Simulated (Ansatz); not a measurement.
Here is the system:

Relaxed YPd2Si2 (space group I4/mmm):

```
CELL_PARAMETERS angstrom
     -2.04803     2.04803     4.95527
      2.04803    -2.04803     4.95527
      2.04803     2.04803    -4.95527
ATOMIC_POSITIONS crystal
  Y  0.00000 0.00000 0.00000
  Si 0.61688 0.61688 0.00000
  Si 0.38312 0.38312 0.00000
  Pd 0.75000 0.25000 0.50000
  Pd 0.25000 0.75000 0.50000
```

Scan: atom 3 (Si, nearest neighbour Si at 2.317 Å; its periodic images, 4.1 Å or more away, move with it) is displaced along Cartesian [110], direction (0.707, 0.707, 0.000) in Cartesian axes, by s. The other atoms stay.

Method: PBEsol (plane waves to 420 eV, PAW, scalar-relativistic; Ansatz, a first-principles code). k mesh 13×13×13 (Γ-centred), Fermi-Dirac smearing 0.05 eV. E stands for the smeared free energy. With partly filled bands, energies and forces of such displacements shift with the k mesh and the smearing. YPd2Si2 is run without spin polarisation. YPd2Si2 was relaxed with its symmetry unable to fall. ΔE is measured from the undisplaced structure.

The scan covers s from -0.230 to 0.230 Å in 11 points.

### Question
Is this a single well or a double well?

### Answer
A single well with its minimum at or next to zero displacement.

### Question
Is the energy the same for equal positive and negative displacements?

### Answer
Even: the same for both signs. With its periodic images moving along, the atom's site symmetry in this cell is 4mm.

### Question
What is the force constant k = d²E/ds² of this move at s = 0?

### Answer
8.24 eV/Å².

(A displaced cell: forces are minus the slopes of the energy, force constants its curvatures, and phonons follow from these.)
